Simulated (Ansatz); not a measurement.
Relaxed-ion elastic tensor of Cd2TeSe in space group P-4m2 (No. 115; Cd on 2g, Te on 1d, Se on 1b) in GPa (Voigt order), plane-wave PAW LDA (Ansatz code); density 5.99 g/cm³, 29.92 Å³ per atom.

|  | 1 | 2 | 3 | 4 | 5 | 6 |
|---|---|---|---|---|---|---|
| 1 | 78.1 | 32.0 | 45.0 | 0.0 | 0.0 | 0.0 |
| 2 | 32.0 | 78.1 | 45.0 | 0.0 | 0.0 | 0.0 |
| 3 | 45.0 | 45.0 | 62.7 | 0.0 | 0.0 | 0.0 |
| 4 | 0.0 | 0.0 | 0.0 | 21.6 | 0.0 | 0.0 |
| 5 | 0.0 | 0.0 | 0.0 | 0.0 | 21.6 | 0.0 |
| 6 | 0.0 | 0.0 | 0.0 | 0.0 | 0.0 | 9.4 |

Q: Is the crystal mechanically stable?

A: Yes: the smallest eigenvalue of C is 9.4 GPa.

Q: Work out the Voigt, Reuss and Hill averages.

A: K_V = 51.4, K_R = 51.4, K_H = 51.4; G_V = 17.0, G_R = 14.3, G_H = 15.6 GPa.

Q: Give Young's modulus, Poisson's ratio, Pugh's ratio and the universal anisotropy index.

A: E = 9KG/(3K + G) = 42.6 GPa; ν = 0.36; K/G = 3.29 (ductile by the Pugh limit of 1.75); A_U = 5G_V/G_R + K_V/K_R − 6 = 0.96.

Q: Estimate the sound speeds and the Debye temperature.

A: v_l = √((K + 4G/3)/ρ) = 3470 m/s, v_t = √(G/ρ) = 1620 m/s, mean 1820 m/s; Θ = (h/k)(3n/4πV)^(1/3) v_m = 175 K.

Q: How much does each axis shrink under pressure?

A: Linear compressibilities β_i = Σ_j S_ij (j = 1 to 3): x 6.2, y 6.2, z 7.0 per TPa.

The workflow started from a Materials Project entry (that database holds measured and hypothetical structures alike); the Crystallography Open Database copy checked does not list it. Whether it is the stable phase at ambient conditions was not checked. Symmetry was held in the LDA relaxation; of distortions, only those at the zone centre were tested. Spin–orbit coupling is left out wherever it is not named.

Potentials: the later of the program's two PAW sets.
